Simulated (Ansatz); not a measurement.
ScTaPb$_{2}$O$_{6}$:
```xyz
10
Lattice="0.0000 4.0611 4.0611 4.0611 0.0000 4.0611 4.0611 4.0611 0.0000" Properties=species:S:1:pos:R:3 pbc="T T T"
Sc     0.0000     0.0000     0.0000
Ta     4.0611     4.0611     4.0611
Pb     2.0306     2.0306     2.0306
Pb     6.0917     6.0917     6.0917
O      4.0611     4.0611     2.0825
O      4.0611     4.0611     6.0397
O      2.0825     4.0611     4.0611
O      6.0397     4.0611     4.0611
O      4.0611     2.0825     4.0611
O      4.0611     6.0397     4.0611
```

Relaxed with HSE06.

### Question
Give the Bader charges and basin volumes of the independent atoms, HSE06 in the plane-wave PAW code Ansatz.

### Answer


```
atom  Bader charge (e)  Bader volume (Å³)
----  ----------------  -----------------
Sc1              +2.17                7.9
Ta2              +3.07                8.6
Pb3              +1.47               19.9
O5               -1.36               12.9
```

Space group Fm-3m. The workflow started from a Materials Project entry (that database holds measured and hypothetical structures alike); the Crystallography Open Database copy checked does not list it. Whether it is the stable phase at ambient conditions was not checked. Symmetry was held in the HSE06 relaxation; whether a distortion lowers the energy is not shown. The run is not spin-polarised. Spin–orbit coupling is left out wherever it is not named.

Potentials: the later of the program's two PAW sets.
